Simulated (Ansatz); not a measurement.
Magnetic orders of CoO

Level of theory: DFT PBEsol, scalar-relativistic, plane waves, PAW (Ansatz).

```
Co O
1.0
     2.85121    0.00000    0.00000
    -1.42561    2.46922    0.00000
     0.00000    0.00000    5.13519
Co O
2 2
Direct
  0.00000 0.00000 0.00000
  0.00000 0.00000 0.50000
  0.33333 0.66667 0.25000
  0.66667 0.33333 0.75000
```

```json
{
  "plane-wave cutoff": "420 eV",
  "Γ-centred k-mesh": "18×18×10",
  "occupation rule": "Gaussian smearing, 0.1 eV",
  "list of starting moments (μB, in atom order)": "3 3 0 0",
  "check for lower electronic states after the SCF": "off"
}
```

Each order was relaxed in cell and atoms. Signs run over the atoms with starting moments. No Hubbard U is used, and semilocal functionals often make open-shell oxides metallic. Site moments are spin moments in atom-centred spheres that scale with the neighbour distance. The states are those that the runs reached from these starts; a lower one can exist.

| start | ends | energy above lowest (meV/atom) | site moments (μB) | gap on mesh (eV) | volume (Å³/atom) |
| --- | --- | --- | --- | --- | --- |
| no spin | non-magnetic | 196 | none over 0.05 | metal | 8.31 |
| ferromagnetic | ferromagnetic | 59.5 | Co +2.46 (×2), O +0.38 (×2) | metal | 9.04 |
| antiferromagnetic in the cell, signs +- | antiferromagnetic | 0.00 | Co +2.23, Co -2.23 | metal | 8.75 |

This form isn't the usual stable structure of the compound.

Cost: 3 runs of about 8.5 core-minutes in all, on Intel Xeon Processor @ 2.70GHz (shared hosts).